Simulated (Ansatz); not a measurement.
## ZnIn₂O₄, first-principles data

ZnIn$_{2}$O$_{4}$:
```yaml
crystal:
  lattice:
    - [0.00000, 4.46108, 4.46108]
    - [4.46108, 0.00000, 4.46108]
    - [4.46108, 4.46108, 0.00000]
  atoms:
    - { symbol: Zn, position: [0.75000, 0.75000, 0.75000] }
    - { symbol: Zn, position: [0.50000, 0.50000, 0.50000] }
    - { symbol: In, position: [0.12500, 0.12500, 0.62500] }
    - { symbol: In, position: [0.12500, 0.62500, 0.12500] }
    - { symbol: In, position: [0.12500, 0.12500, 0.12500] }
    - { symbol: In, position: [0.62500, 0.12500, 0.12500] }
    - { symbol: O, position: [0.88065, 0.88065, 0.88065] }
    - { symbol: O, position: [0.89196, 0.36935, 0.36935] }
    - { symbol: O, position: [0.88065, 0.88065, 0.35804] }
    - { symbol: O, position: [0.36935, 0.89196, 0.36935] }
    - { symbol: O, position: [0.35804, 0.88065, 0.88065] }
    - { symbol: O, position: [0.36935, 0.36935, 0.36935] }
    - { symbol: O, position: [0.88065, 0.35804, 0.88065] }
    - { symbol: O, position: [0.36935, 0.36935, 0.89196] }
```

Space group Fd-3m (No. 227), spinel; conventional cell a = b = c = 8.922 Å, α = β = γ = 90.00°.

Method: PBEsol (plane waves, PAW; program Ansatz). The cell and atoms are relaxed at this level. Other levels are named where they apply.

### Cell and energy

| Property | Value |
|---|---|
| Volume per atom | 12.68 Å³ |
| Density | 6.71 g/cm³ |
| Formation energy from the elements (no fitted shifts) | -1.53 eV/atom |

### Electronic structure

| Quantity | Result |
|---|---|
| Band gap | 1.27 eV (smallest direct gap 1.28 eV) |
| Valence-band maximum | at L |
| Conduction-band minimum | at Γ |
| Electron effective mass | 0.18 mₑ (isotropic) |
| Electron effective mass with spin–orbit coupling | 0.18 mₑ (isotropic) |
| Hole effective mass with spin–orbit coupling | 1.2, 1.2, 7.8 mₑ (principal values) |
| HSE06 gap on the PBEsol cell | 2.95 eV |
| Gap with spin–orbit coupling | 1.27 eV |

### Mechanics

| Property | Value |
|---|---|
| Bulk modulus (Birch–Murnaghan fit) | 150 GPa |
| Pressure derivative B′ | 4.7 |
| Elastic constants (relaxed ions, GPa) | C11 = 213, C12 = 119, C44 = 71.1 |
| Mechanical stability | stable (all eigenvalues of C positive) |
| Hill bulk and shear moduli | 150 and 60.3 GPa |
| Young's modulus | 159 GPa |
| Poisson's ratio | 0.32 |
| Debye temperature from the elastic constants | 428 K |

### Phonons

| Quantity | Result |
|---|---|
| Highest zone-centre frequency (without LO–TO term) | 576 cm⁻¹ |
| Zone-centre stability | no imaginary mode at Γ |

The workflow started from a Materials Project entry (that database holds measured and hypothetical structures alike); the Crystallography Open Database copy checked does not list it. Whether it is the stable phase at ambient conditions was not checked. The PBEsol relaxation kept the symmetry of its start. The references are the lowest solids computed at this level, not always the standard phases (solids in place of the gases). Spin–orbit coupling is left out wherever it is not named.

Potentials: the later of the program's two PAW sets.
